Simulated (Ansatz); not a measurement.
Li:
```xyz
2
Lattice="3.0530 0.0000 0.0000 -1.5265 2.6440 0.0000 0.0000 0.0000 5.0028" Properties=species:S:1:pos:R:3 pbc="T T T"
Li     0.0000     1.7627     1.2507
Li     1.5265     0.8813     3.7521
```

Relaxed with PBEsol. Special points in fractions of this cell's reciprocal vectors: Γ (0.000, 0.000, 0.000); M (0.500, 0.000, 0.000); K (0.333, 0.333, 0.000); A (0.000, 0.000, 0.500); L (0.500, 0.000, 0.500); H (0.333, 0.333, 0.500).

Task: List the band energies nearest the Fermi level at these points for PBEsol in the plane-wave PAW code Ansatz.

Result: In eV from the Fermi level; about four levels below and three above (degenerate sets whole), none deeper than 8.9 eV; … stands for higher levels left out; points with the same levels are listed once.

| k | below | above |
|---|---|---|
| Γ | -3.57 -0.04 | 2.90 12.57 12.57 |
| M | -0.08 | 1.05 4.69 5.84 |
| K | – | 1.30 2.25 2.25 |
| A | -2.46 -2.46 | 7.95 7.95 … |
| L | – | 0.68 0.68 3.51 3.51 |
| H | – | 2.18 2.18 2.77 2.77 |

Space group P6_3/mmc (hcp (Mg type)). The first step of the workflow began from a Materials Project structure, measured or hypothetical; the Crystallography Open Database files this formula in space group No. 194, but the cells were not matched. It is not the phase usual at ambient conditions (space group No. 229). Symmetry was held in the PBEsol relaxation; phonons on a q-mesh show no instability.

Potentials: the later of the program's two PAW sets.
